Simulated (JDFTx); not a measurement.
```json
{
 "surface": "Os(1 0 -1 0)",
 "bulk": "Os, P6_3/mmc, lattice of mp-49 (not re-optimised)",
 "slab": "6 atoms in 6 planes, 1x1, 5.3 Å between the outermost planes",
 "in-plane cell": "2.746 × 4.326 Å, 11.88 Å²",
 "cell_height": "21.5 Å",
 "sampling": "8×6×1 k mesh, Fermi smearing 0.01 Ha, no spin polarisation"
}
```

Method: PBE, GBRV ultrasoft potentials, plane waves to 20/100 Ha, in a modified build of JDFTx. Liquid: CANDLE, water, 2 M NaF. The neutral cell holds 96 valence electrons and has two faces of 11.881 Å² each. Last filling lines of the neutral and of a charged run (μ in hartree, zero in the bulk liquid):

```
FillingsUpdate:  mu: -0.177264215  nElectrons: 96.000000
FillingsUpdate:  mu: -0.196241000  nElectrons: 95.888832
```

A calculation by hand: both potentials, by the convention U = −μ/e − 4.44 V vs SHE, the surface charge density and the mean capacitance.

U_pzc = 0.17726 × 27.2114 − 4.44 = 0.38 V; U = 0.19624 × 27.2114 − 4.44 = 0.90 V. The cell has -0.1112 excess electrons, a net charge of 0.1112 e, shared by two faces: σ = 0.1112 e / (2 × 11.881 Å²) = 0.00468 e/Å² = 7.5 μC/cm² (1 e/Å² = 1602.18 μC/cm²). C = σ/(U − U_pzc) = 7.5/0.52 ≈ 15 μF/cm².
